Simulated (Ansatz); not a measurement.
# Property card for TiSe3

Computed with DFT PBE, scalar-relativistic, plane waves, PAW (Ansatz 0.2.0).

Settings: cutoff 420 eV, Γ-centred mesh 12×12×14 on the computed 4-atom cell, Gaussian smearing of 0.10 eV; no spin polarisation.

The structure is relaxed at this level of theory with its symmetry kept, and needn't be the ground state of this composition.

```xyz
4
Lattice="5.6351 0.0000 0.0000 -2.8175 4.8801 0.0000 0.0000 0.0000 3.4808" Properties=species:S:1:pos:R:3 pbc="T T T"
Ti    0.0000    0.0000    1.7404
Se    3.7521    0.0000    0.0000
Se   -1.8761    3.2494    0.0000
Se    0.9415    1.6307    0.0000
```

Task: Formation energy from the elements' standard states (uncorrected)?

Result: -0.504 eV/atom.

Task: Kohn–Sham band gap?

Result: none (metal).

Task: Density of states at the Fermi level?

Result: 2.5 states/eV per cell.

Task: Orbital (Löwdin) character within 0.5 eV of the Fermi level?

Result: Se 4p 72 %, Ti 3d 25 %.

Task: Bader charge by site (e)?

Result: Ti (1 in the cell) 1.57, Se (3 in the cell) -0.52.

The cell holds layers, chains or molecules and no dispersion correction was added, so their binding is poorly described.

A magnetic start lost its moments in a first run, so spin was left out; other magnetic orders weren't tried.

The cell was found from a structure generator's guess, not taken from experiment. Löwdin shares on free-atom orbitals overweight diffuse shells.
